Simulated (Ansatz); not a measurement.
Os (hcp, Mg type)

```
CELL_PARAMETERS angstrom
      5.50973     0.00000     0.00000
     -1.37743     2.38578     0.00000
      0.00000     0.00000     4.34443
ATOMIC_POSITIONS crystal
  Os 0.16667 0.66667 0.75000
  Os 0.66667 0.66667 0.75000
  Os 0.33333 0.33333 0.25000
  Os 0.83333 0.33333 0.25000
```

The atoms are displaced by Q × the pattern below (from a DFPT mode at M = (0.5, 0.0, 0.0), largest move 1; Q in Å), at fixed cell. (q is in reciprocal vectors of the primitive cell; the cell shown is doubled to hold the pattern.)

```json
[
 {"atom": "Os1", "x": "-0.866", "y": "-0.500", "z": "0.000"},
 {"atom": "Os2", "x": "0.866", "y": "0.500", "z": "0.000"},
 {"atom": "Os3", "x": "0.866", "y": "0.500", "z": "0.000"},
 {"atom": "Os4", "x": "-0.866", "y": "-0.500", "z": "0.000"}
]
```

Level of theory: PBE (plane waves to 420 eV, PAW, scalar-relativistic; Ansatz, a quantum-chemistry and plane-wave program). k mesh 19×19×11 (Γ-centred), Fermi-Dirac smearing 0.05 eV. With partly filled bands, energies and forces of such displacements shift with the k mesh and the smearing. Os is run without spin polarisation. Os was relaxed with its symmetry unable to fall. Spin-orbit coupling is left out, though Os is heavy. The PAW data are Ansatz's earlier set. 

```csv
Q (Å),−dE/dQ from forces (eV/Å)
-0.180,20.825
-0.150,15.902
-0.120,11.389
-0.090,7.492
-0.060,4.585
-0.030,2.188
0.000,0.000
0.030,-2.188
0.060,-4.585
0.090,-7.492
0.120,-11.389
0.150,-15.902
0.180,-20.825
```

What harmonic wavenumber does the curvature at Q = 0 give?

160 cm⁻¹. E″ = 71.75 eV/Å², M = Σ mᵢ|uᵢ|² = 760.9 u, ν̃ = 521.5·√(|E″|/M).

(For displaced atoms, the force is minus the slope of the energy, and its curvature is a force constant, which sets phonon frequencies.)
